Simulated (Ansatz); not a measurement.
Here is the system:

Au:
```yaml
crystal:
  lattice:
    - [0.00000, 2.06195, 2.06195]
    - [2.06195, 0.00000, 2.06195]
    - [2.06195, 2.06195, 0.00000]
  atoms:
    - { symbol: Au, position: [0.00000, 0.00000, 0.00000] }
```

This is the r²SCAN-relaxed structure.

### Question
All from r²SCAN in the plane-wave PAW code Ansatz, unless another level is named. Predict the Poisson's ratio.

### Answer
0.44.

### Question
Next, the elastic constants (relaxed ions, GPa)?

### Answer
C11 = 168, C12 = 147, C44 = 25.1.

Space group Fm-3m (fcc (Cu type)). The cell was relaxed with r²SCAN under the symmetry of its start. As this level gives no gap, shear constants depend on the k-mesh and smearing (Fermi–Dirac, 0.1 eV here). Scalar-relativistic: spin–orbit coupling is off unless named, which matters more the heavier the elements.

Potentials: the earlier of the program's two PAW sets.
